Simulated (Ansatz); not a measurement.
Relaxed-ion elastic tensor of ZnCu (CsCl type, Pm-3m) in GPa (Voigt order), PBEsol (plane waves, PAW; program Ansatz); density 8.71 g/cm³, 12.29 Å³ per atom.

```
 144   134   134   0.0   0.0   0.0
 134   144   134   0.0   0.0   0.0
 134   134   144   0.0   0.0   0.0
 0.0   0.0   0.0  99.7   0.0   0.0
 0.0   0.0   0.0   0.0  99.7   0.0
 0.0   0.0   0.0   0.0   0.0  99.7
```

Problem. Is the crystal mechanically stable?

Solution. Yes: the smallest eigenvalue of C is 10.3 GPa.

Problem. Work out the Voigt and Reuss bounds. Is their mean of use?

Solution. K_V = 137, K_R = 137; G_V = 61.9, G_R = 12.0 GPa. The bounds lie so far apart that a Hill average or a Debye temperature from it would say little.

Symmetry was held in the PBEsol relaxation. No spin polarisation was allowed. As this level gives no gap, shear constants depend on the k-mesh and smearing (Fermi–Dirac, 0.1 eV here).

Potentials: the earlier of the program's two PAW sets. The files were generated under PBE; for other functionals the program regenerates the frozen cores, and for LDA and PBEsol the local potential too.
